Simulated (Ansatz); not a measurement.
Lu (hcp, Mg type)

```
CELL_PARAMETERS angstrom
      3.50442     0.00000     0.00000
     -1.75221     3.03492     0.00000
      0.00000     0.00000     5.45153
ATOMIC_POSITIONS crystal
  Lu 0.33333 0.66667 0.75000
  Lu 0.66667 0.33333 0.25000
```

The slice is a (1 -1 0 0) plane (indices of the conventional cell) through the point (0.667, 0.333, 0.250) (fractional), spanned by u = [110] and v = [001] in vectors of this cell: u (3.50 Å) and v (5.45 Å, at 90° to u). It covers one period; positions are fractions (u, v).

All values below come from r2SCAN (plane waves to 500 eV, PAW, scalar-relativistic; Ansatz, an electronic-structure program). k mesh 15×15×9. Inside the PAW spheres the values are not all-electron values, and peaks at nuclei hang on which shells count as valence. Lu is run without spin polarisation. Lu was relaxed with its symmetry unable to fall. The PAW data are Ansatz's earlier set.

Three fields on this plane, each scaled to ten steps between its own extremes (0 low, 9 high; the total valence density on a logarithmic scale, the potential cut 8 eV below its top; x marks points blanked near nuclei; v = 0 in the bottom row):

Map A
```
|xxxx102201xxx|
|xxxx004400xxx|
|xxx00255200xx|
|1100146641001|
|0012344443210|
|5554311113455|
|8863100001368|
|9851000000158|
|9840002200048|
|9840013310048|
|9840002200048|
|9851000000158|
|8863100001368|
|5554311113455|
|0012344443210|
|1100146641001|
|xxx00255200xx|
|xxxx004400xxx|
|xxxx102201xxx|
|xxxx102201xxx|
```

Map B
```
|xxxx610016xxx|
|xxxx400004xxx|
|xxx51000015xx|
|7641000000146|
|2210000000012|
|0000000000000|
|0000012210000|
|1001245542100|
|1111368863111|
|1111479974111|
|1111368863111|
|1001245542100|
|0000012210000|
|0000000000000|
|2210000000012|
|7641000000146|
|xxx51000015xx|
|xxxx400004xxx|
|xxxx610016xxx|
|xxxx810018xxx|
```

Map C
```
|xxxx047740xxx|
|xxxx058850xxx|
|xxx03788730xx|
|0003689986300|
|4456788887654|
|7777766667777|
|9987542245789|
|9986300003689|
|9974100001479|
|9974000000479|
|9974100001479|
|9986300003689|
|9987542245789|
|7777766667777|
|4456788887654|
|0003689986300|
|xxx03788730xx|
|xxxx058850xxx|
|xxxx047740xxx|
|xxxx036630xxx|
```

Problem. Assign the maps to these fields: electron localisation function (ELF); valence electron density; electrostatic potential energy of an electron, from the cell's mean.

Solution. A is the electron localisation function (ELF); B is the valence electron density; C is the electrostatic potential energy of an electron, from the cell's mean.
